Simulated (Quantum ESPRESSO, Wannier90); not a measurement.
## Wannier functions of SnO (Pmn2₁)

```
begin unit_cell_cart
ang
    3.3550000000    0.0000000000    0.0000000000
    0.0000000000    5.6741000000    0.0000000000
    0.0000000000    0.0000000000    4.2219700000
end unit_cell_cart
begin atoms_frac
Sn   0.0000000000  0.2319100000 -0.4868600000
Sn   0.5000000000 -0.2319100000  0.0131400000
O    0.0000000000 -0.1087500000 -0.2631400000
O    0.5000000000  0.1087500000  0.2368600000
end atoms_frac
```

Structure: Materials Project mp-545552, symmetrised, not relaxed again. Not found in the COD (Crystallography Open Database) copy used, which has the formula in other groups; not checked further. Computed values, not measurements, from PBEsol: Quantum ESPRESSO (norm-conserving PseudoDojo potentials, cutoff 68 Ry, no spin polarisation, no spin-orbit coupling) on a Γ-centred 10×6×8 mesh, then Wannier90. Density: 10×6×8 mesh, cold smearing 0.01 Ry. The cell is built of weakly bound layers, chains or molecules, whose nearest atoms lie 3.86 Å apart. Database cells relaxed without dispersion often hold them too far apart, which can enlarge gaps and weakens couplings between them; spacing and stacking were not compared with the measured crystal. Spin-orbit coupling is left out although heavy elements are present.

Bands 11-20 form an isolated set from -18.64 to 0.00 eV relative to the valence-band maximum (on the path) and are turned into 10 Wannier functions by minimising the spread from the start: s functions at random places.

Where do the functions sit, how wide are they and what are they made of?


```json
[
 {"functions": "6", "spread (Å²)": "1.16", "nearest atom, distance (Å)": "O 0.50", "second atom, distance (Å)": "Sn 1.66", "weight on atomic waves": "O 2p 58 %, O 2s 19 %, Sn 5p 15 %"},
 {"functions": "2", "spread (Å²)": "2.46", "nearest atom, distance (Å)": "Sn 0.55", "second atom, distance (Å)": "O 2.48", "weight on atomic waves": "Sn 5s 70 %, Sn 5p 26 %"},
 {"functions": "2", "spread (Å²)": "1.04", "nearest atom, distance (Å)": "O 0.24", "second atom, distance (Å)": "Sn 2.21", "weight on atomic waves": "O 2p 74 %, O 2s 16 %, Sn 5p 5 %"}
]
```

Ω_I = 12.78 Å², Ω_total = 13.95 Å²; the interpolated bands follow pw.x to 0.3 meV rms on the path. It is the lowest total spread that any start reached here.
